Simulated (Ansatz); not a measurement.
CuTaS₂ in space group P-3m1 (No. 164; S on 2d, Ta on 1a, Cu on 1b), DFT-PBE+D3(BJ) in the program Ansatz with PAW potentials, all energies at zero smearing, with the estimated change up to a 700 eV cutoff added, with one set of potentials and settings (totals compare only within such a set). Cell of 4 atoms (2 S, 1 Ta, 1 Cu): -18365.631 eV.

```
element             reference phase  E (eV/atom)
-------  --------------------------  -----------
S        Fddd, 32 atoms in the cell    -902.2562
Ta       Im-3m, 1 atoms in the cell   -9932.9154
Cu       Fm-3m, 1 atoms in the cell   -6625.7717
```

Formation energy per atom, worked out: (-18365.631 − 2×(-902.2562) − 1×(-9932.9154) − 1×(-6625.7717))/4 = -0.608 eV/atom (-59 kJ per mol of atoms), at 0 K, without zero-point energy or fitted corrections.

A made-up cell: these elements were put on the sites of a structure type; neither database checked (COD, Materials Project) lists it. Its standing as an ambient phase is unchecked. Symmetry was held in the PBE+D3(BJ) relaxation; of distortions, only those at the zone centre were tested. The run is not spin-polarised. The references are the lowest solids computed at this level, not always the standard phases. Spin–orbit coupling is left out wherever it is not named.

Potentials: the later of the program's two PAW sets.
